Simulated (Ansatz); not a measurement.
Nb2SiB2 in space group Cmmm (No. 65; Si on 2a, Nb on 4j, B on 4i) at seven volumes, DFT-PBEsol in the program Ansatz with PAW potentials, shape and atoms relaxed at each. One row is withheld.

```csv
V (Å³/atom),P (GPa)
10.405,?
10.748,16.52
11.091,7.51
11.434,0.00
11.777,-6.14
12.120,-11.52
12.463,-15.78
```

Task: Fit the shown pressures and predict the withheld one.

Result: Third-order Birch–Murnaghan: P = (3/2)B₀(x^(7/2) − x^(5/2))[1 + (3/4)(B′ − 4)(x − 1)] with x = (V₀/V)^(2/3). Least squares on the six rows gives V₀ = 11.435 Å³/atom, B₀ = 227.8 GPa, B′ = 5.03. At V = 10.405, x = 1.0650 and P = 27.28 GPa. The run itself gave 27.09 GPa.

The start of the workflow was typed in or built on a structure type; neither database checked (COD, Materials Project) lists it. Whether it is the stable phase at ambient conditions was not checked. The PBEsol relaxation kept the symmetry of its start; its stability against distortions is not shown here. No spin polarisation was allowed.

Potentials: the earlier of the program's two PAW sets. The files were generated under PBE; for other functionals the program regenerates the frozen cores, and for LDA and PBEsol the local potential too.
